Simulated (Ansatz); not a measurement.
**Data sheet: Nb (DFT)**

Nb:
```
Nb
1.0
    0.00000     2.08510     2.08510
    2.08510     0.00000     2.08510
    2.08510     2.08510     0.00000
Nb
1
Direct
  0.00000   0.00000   0.00000
```

Space group Fm-3m (No. 225), fcc (Cu type); conventional cell a = b = c = 4.1702 Å, α = β = γ = 90.00°.

Method: PBEsol (plane waves, PAW; program Ansatz). Geometry: relaxed at this level of theory. Other levels are named where they apply.

Cell and energy:

```json
{
 "volume_per_atom": "18.13 Å³",
 "density": "8.51 g/cm³"
}
```

Electronic structure:

```json
{
  "electronic_character": "metallic (no gap)",
  "Density of states at the Fermi level": "1.5 states/eV per atom (mean over ±0.08 eV)",
  "Gap with spin–orbit coupling": "none (metallic)"
}
```

Mechanics:

```json
{
 "Bulk modulus (Birch–Murnaghan fit)": "1740 kbar",
 "Pressure derivative B′": "3.6",
 "Elastic constants (relaxed ions, GPa)": "C11 = -22.8, C12 = 273, C44 = -64.6",
 "mechanical_stability": "unstable (C has a negative eigenvalue)"
}
```

The workflow started from an entry of the Crystallography Open Database (COD), which files this formula under 2 space groups. It is not the phase usual at ambient conditions (space group No. 229). Symmetry was held in the PBEsol relaxation. The run is not spin-polarised. As this level gives no gap, shear constants depend on the k-mesh and smearing (Fermi–Dirac, 0.1 eV here). Scalar-relativistic: spin–orbit coupling is off unless named, which matters more the heavier the elements.

Potentials: the earlier of the program's two PAW sets. The files were generated under PBE; for other functionals the program regenerates the frozen cores, and for LDA and PBEsol the local potential too.
